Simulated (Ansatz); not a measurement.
# Ge2Sb2Te5: computed property card

Ge2Sb2Te5:
```xyz
9
Lattice="2.1202 1.2241 17.5255 -2.1202 1.2241 17.5255 0.0000 -2.4482 17.5255" Properties=species:S:1:pos:R:3 pbc="T T T"
Te     0.0000     0.0000     0.0000
Ge     0.0000     0.0000    36.7674
Te     0.0000     0.0000    20.9148
Sb     0.0000     0.0000     5.4145
Te     0.0000     0.0000    42.1700
Te     0.0000     0.0000    10.4066
Sb     0.0000     0.0000    47.1620
Te     0.0000     0.0000    31.6618
Ge     0.0000     0.0000    15.8091
```

Space group R-3m (No. 166); conventional cell a = b = 4.240 Å, c = 52.577 Å, α = β = 90.00°, γ = 120.00°.

Method: r²SCAN+D4 in the plane-wave PAW code Ansatz. Structure relaxed to zero pressure with the same functional. Other levels are named where they apply.

Cell and energy:

```
Quantity                                                       Result
-----------------------------------------------------  --------------
Volume per atom                                              30.32 Å³
Density                                                    6.25 g/cm³
Formation energy from the elements (no fitted shifts)  -0.080 eV/atom
```

Electronic structure:

```
Item                                                                                Result
------------------------------------------------  ----------------------------------------
Band gap                                                                  0.47 eV (direct)
Valence-band maximum                                                                  at Γ
Conduction-band minimum                                                               at Γ
Electron effective mass, band 1 of 2 at the edge            0.52 along x, 1.6 along z (mₑ)
Electron effective mass, band 2 of 2 at the edge           0.097 along x, 1.6 along z (mₑ)
Hole effective mass                               0.070, 0.070, 0.47 mₑ (principal values)
```

Charges:

```
Item                                            Result
-------------  ---------------------------------------
Bader charges  Te -0.46 to -0.36, Ge +0.44, Sb +0.60 e
```

The start of the workflow was typed in or built on a structure type; neither database checked (COD, Materials Project) lists it. It is not the phase usual at ambient conditions (space group No. 164). The cell was relaxed with r²SCAN+D4 under the symmetry of its start; its stability against distortions is not shown here. The references are the lowest solids computed at this level, not always the standard phases. Scalar-relativistic: spin–orbit coupling is off unless named, which matters more the heavier the elements.

Potentials: the later of the program's two PAW sets.
